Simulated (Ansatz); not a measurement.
Profile along the P–In line in InP (zinc blende)

InP (zinc blende), conventional cell a = b = c = 5.907 Å, α = β = γ = 90.00°. The calculation uses the primitive cell of 2 atoms, to which meshes and values per cell refer.

Fields along a shortest P–In line of a {110} plane (2.56 Å), from P to In, interpolated on the slice's grid (step about 0.2 Å). All values below come from r2SCAN (plane waves to 500 eV, PAW, scalar-relativistic; Ansatz, a first-principles code). k mesh 10×10×10. Near the nuclei the fields are pseudised (PAW); where an atom keeps semicore shells as valence, they peak there. InP was relaxed with its symmetry unable to fall.

```csv
distance from P (Å),valence electron density (e/Å³),electron localisation function,density of the highest valence band (e/Å³),density of the lowest conduction band (e/Å³)
0.00,0.04,x,0.007,0.004
0.26,0.17,x,0.057,0.025
0.51,0.63,0.53,0.166,0.075
0.77,0.77,0.89,0.196,0.063
1.02,0.58,0.88,0.150,0.023
1.28,0.45,0.57,0.097,0.016
1.54,0.54,0.21,0.049,0.036
1.79,1.48,0.21,0.007,0.055
2.05,4.75,0.07,0.011,0.050
2.30,10.06,x,0.018,0.038
2.56,13.14,x,0.000,0.026
```

x: too close to a nucleus for the ELF to mean much. Band densities are of whole bands, smooth part only.

Density on the P–In line (2.56 Å) at its density minimum, 1.3 Å from P: 0.44 e/Å³. ELF at that point: 0.4. ELF maximum in the middle third of the P–In line: 0.90, 0.9 Å from P.
